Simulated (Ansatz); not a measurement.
Method: DFT PBE, scalar-relativistic, plane waves, PAW in Ansatz 0.2.0. All cells share a 420 eV cutoff and Γ-centred k meshes spaced at most about 0.3 Å⁻¹ (about 0.25 or finer for metals, 2π included). No spin polarisation in the final relaxations.

Temperature and zero-point effects are left out. All come from trial cells, and lower structures may exist.

Question: Which of these relaxed structures of Hf2SnTe2 is the lowest in energy?
A.

```
CELL_PARAMETERS angstrom
2.63915 1.52371 5.09473
-2.63915 1.52371 5.09473
0.00000 -3.04742 5.09473
ATOMIC_POSITIONS crystal
Hf 0.00648 0.00648 0.00648
Hf 0.62017 0.62017 0.62017
Sn 0.41871 0.41871 0.41871
Te 0.80618 0.80618 0.80618
Te 0.22260 0.22260 0.22260
```

B.

```
CELL_PARAMETERS angstrom
-2.57489 2.57489 5.25709
2.57489 -2.57489 5.25709
2.57489 2.57489 -5.25709
ATOMIC_POSITIONS crystal
Hf 0.75000 0.25000 0.50000
Hf 0.25000 0.75000 0.50000
Sn 0.00000 0.00000 0.00000
Te 0.35506 0.35506 0.00000
Te 0.64494 0.64494 0.00000
```

Answer: B. It has space group I4/mmm (No. 139); the next, A, with space group R3m (No. 160), lies 241 meV/atom higher. Counting Te atoms around Hf and Sn (those within 1.25 times the shortest such distance or 1.15 times the sum of covalent radii; a plus sign parts nearer from farther groups; the shortest distance is added where it is long for a bond; a slash parts the counts of unlike sites), the lowest has Hf 4, Sn 10 from 3.7 Å and the next has Hf 1+3/8, Sn 4+3.

Spin–orbit coupling, which can matter for Hf and Te, is left out. Cells relaxed within their symmetry can be saddle points. Some structure types and database cells were kept out of the candidates from the start, so a known form may be missing.
